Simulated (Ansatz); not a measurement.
Several occupations of a zinc blende lattice at one composition, 6 Al, 2 Tl; 8 P. Sites, in fractions of the cell -5.404 5.404 0.000; -5.404 0.000 5.404; 0.000 5.404 5.404 Å:

| cell | sites |
| --- | --- |
| all | Al (0.00 0.00 0.00), Al (0.00 0.50 0.00), Al (0.00 0.50 0.50), Al (0.50 0.50 0.50), P (0.38 0.38 0.38), P (0.38 0.38 0.88), P (0.38 0.88 0.38), P (0.38 0.88 0.88), P (0.88 0.38 0.38), P (0.88 0.38 0.88), P (0.88 0.88 0.38), P (0.88 0.88 0.88) |
| 1 | Al (0.00 0.00 0.50), Al (0.50 0.00 0.00), Tl (0.50 0.00 0.50), Tl (0.50 0.50 0.00) |
| 2 | Al (0.50 0.00 0.00), Al (0.50 0.00 0.50), Tl (0.00 0.00 0.50), Tl (0.50 0.50 0.00) |
| 3 | Al (0.50 0.00 0.50), Al (0.50 0.50 0.00), Tl (0.00 0.00 0.50), Tl (0.50 0.00 0.00) |

Each was relaxed without symmetry on coarser meshes and computed once more. The calculation used DFT PBE, scalar-relativistic, plane waves, PAW (Ansatz).

Plane waves to 420 eV, a k mesh through Γ of 4×4×4 on the computed 16-atom cell and Gaussian smearing (0.02 eV); no spin polarisation.

Warren–Cowley parameters of the first shell of the sublattice with most elements (negative: unlike neighbours preferred):
| cell | Al-Tl |
| --- | --- |
| 1 | -0.11 |
| 2 | -0.33 |
| 3 | -0.11 |

Cells 1 and 3 are most likely one occupation up to symmetry.

Forces of up to 0.09 eV/Å remain on the final mesh.

**Question.** Which occupation is lowest in energy, and by how much?

**Answer.** Cell 2.
```
cell E − E(lowest) (meV/atom) V (Å³/atom) gap on mesh (eV)
   2                       0.0        22.43              0.99
   1                       8.9        22.49              0.83
   3                       8.9        22.49              0.82
```

The final mesh leaves forces up to 0.09 eV/Å and stresses up to 0.5 GPa: the relaxation ran on a coarser mesh, so the cell's shape, its bonds and its energy belong partly to that mesh.

Spin-orbit coupling is left out, which matters for the bands of heavy elements.

Cost: 6 runs of about 7.5 core-minutes in all (earlier runs that led there not counted), on Arm Neoverse V2 (shared hosts).